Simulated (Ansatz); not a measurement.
Relaxed-ion elastic tensor of TiB in space group Pnma (No. 62; Ti on 4c, B on 4c) in GPa (Voigt order), PBEsol in the plane-wave PAW code Ansatz; density 4.69 g/cm³, 10.40 Å³ per atom.

```
 435  95.2   118   0.0   0.0   0.0
95.2   540  63.0   0.0   0.0   0.0
 118  63.0   443   0.0   0.0   0.0
 0.0   0.0   0.0   204   0.0   0.0
 0.0   0.0   0.0   0.0   187   0.0
 0.0   0.0   0.0   0.0   0.0   233
```

Is the crystal mechanically stable?

Yes: the smallest eigenvalue of C is 187 GPa.

Work out the Voigt, Reuss and Hill averages.

K_V = 219, K_R = 218, K_H = 219; G_V = 201, G_R = 197, G_H = 199 GPa.

Give Young's modulus, Poisson's ratio, Pugh's ratio and the universal anisotropy index.

E = 9KG/(3K + G) = 458 GPa; ν = 0.15; K/G = 1.10 (brittle by the Pugh limit of 1.75); A_U = 5G_V/G_R + K_V/K_R − 6 = 0.10.

Estimate the sound speeds and the Debye temperature.

v_l = √((K + 4G/3)/ρ) = 10200 m/s, v_t = √(G/ρ) = 6520 m/s, mean 7160 m/s; Θ = (h/k)(3n/4πV)^(1/3) v_m = 977 K.

Solve the Christoffel equation for the three sound speeds along x, y, z.

Eigenvalues of C_ijkl n_j n_l equal ρv². In km/s, slowest first: x 6.32, 7.05, 9.64; y 6.60, 7.05, 10.73; z 6.32, 6.60, 9.73.

How much does each axis shrink under pressure?

Linear compressibilities β_i = Σ_j S_ij (j = 1 to 3): x 1.5, y 1.4, z 1.6 per TPa.

The first step of the workflow began from a Materials Project structure, measured or hypothetical; the Crystallography Open Database files this formula in space group No. 62, but the cells were not matched. Whether it is the stable phase at ambient conditions was not checked. Symmetry was held in the PBEsol relaxation; whether a distortion lowers the energy is not shown. The run is not spin-polarised. As this level gives no gap, shear constants depend on the k-mesh and smearing (Fermi–Dirac, 0.1 eV here).

Potentials: the later of the program's two PAW sets.
